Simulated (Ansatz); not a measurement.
Start of a relaxation of Cu3Mo:

Space group P-6m2 (No. 187). a = 2.799 Å, b = 2.799 Å, c = 8.719 Å, α = 90.00°, β = 90.00°, γ = 120.00°
```csv
atom,site,symmetry,x,y,z
Cu,1a,-6m2,0.0000,0.0000,0.0000
Cu,2i,3m.,0.6667,0.3333,0.7616
Mo,1b,-6m2,0.0000,0.0000,0.5000
```

The calculation used Ansatz 0.2.0, DFT PBE, scalar-relativistic, plane waves, PAW. Cutoff 420 eV, Gaussian smearing, Γ-centred meshes. Cell and atoms relax first on a coarse mesh and then on a finer one. In between, the cell is made exact in the group found at 0.06 Å. In metals the finer mesh still leaves noise of several meV/atom or more. The steps can't lower the symmetry of their start. No spin polarisation in the relaxation; trial moments died out in a coarse test.

A guess keeps its type if space group and coordination stay and the shape of the cell changes little (axis ratios within about 15 %, angles within 6°); the volume may change.

**Question.** Does this structure survive the relaxation?

**Answer.** It keeps its type. The symmetry stays P-6m2 (No. 187). The volume per atom shrinks by 10.7 %, from 14.8 to 13.2 Å³. The shortest distance goes from 2.63 Å (Cu–Cu) to 2.57 Å (Cu–Cu). The ratio c/a of the conventional cell changes by a factor of 1.05. Counting neighbours within 15 % of an atom's shortest distance, the start has Cu 12, Mo 12 and the end Cu 12, Mo 12.

Formation energies are uncorrected and refer to the elements' standard structures at the same level.

**Question.** At what energy does it end?

**Answer.** +0.20 eV/atom. The separate elements lie lower, so it is unstable against them.

The last run used an 18×18×6 mesh (in the run's order of axes) for its 4-atom cell and Gaussian smearing of 0.10 eV. Symmetry constrained the relaxation, so the result can be a saddle point.
